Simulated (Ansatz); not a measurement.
Cd₂TeSe:
Space group P-4m2 (No. 115); a = 4.453 Å, b = 4.453 Å, c = 6.263 Å, α = 90.00°, β = 90.00°, γ = 90.00°

| atom | site | symmetry | x | y | z |
|---|---|---|---|---|---|
| Cd | 2g | 2mm. | 0.0000 | 0.5000 | 0.2324 |
| Te | 1d | -4m2 | 0.0000 | 0.0000 | 0.5000 |
| Se | 1b | -4m2 | 0.5000 | 0.5000 | 0.0000 |

Relaxed with PBEsol. Plane-wave PAW PBEsol (Ansatz code) gives a gap of 0.40 eV.

What gap does HSE06 give on the same cell (Ansatz, PAW)?

1.39 eV, 0.98 eV more. The hybrid was solved on a coarser mesh and at special points; its gap is the smallest among all of these.

| k | v1 PBEsol | c1 PBEsol | v1 HSE06 | c1 HSE06 |
|---|---|---|---|---|
| Γ | 0.00 | 0.40 | 0.00 | 1.39 |
| Z | -0.76 | 2.91 | … | … |
| M | -1.72 | 2.59 | -1.80 | 3.42 |
| A | -2.20 | 4.43 | … | … |
| R | -0.43 | 1.54 | … | … |
| X | -0.48 | 3.00 | … | … |

Top valence (v1) and lowest conduction level (c1) in eV from each method's valence maximum (which need not be a listed point): supply the withheld HSE06 values.


- X, v1 HSE06: -0.48
- X, c1 HSE06: 4.03
- A, v1 HSE06: -2.28
- A, c1 HSE06: 5.44
- R, v1 HSE06: -0.44
- R, c1 HSE06: 2.49
- Z, v1 HSE06: -0.79
- Z, c1 HSE06: 3.85

Cost on shared cores: the PBEsol run (SCF on a 6×6×5 mesh, then bands and DOS) about 60 core-seconds (a rough figure), the HSE06 run (SCF on 5×5×4, then a few points) roughly 3 core-minutes; the tasks are unlike.

The first step of the workflow began from a Materials Project structure, measured or hypothetical; the Crystallography Open Database copy checked does not list it. Whether it is the stable phase at ambient conditions was not checked. Symmetry was held in the PBEsol relaxation; of distortions, only those at the zone centre were tested. Spin–orbit coupling is left out wherever it is not named.

Potentials: the later of the program's two PAW sets.
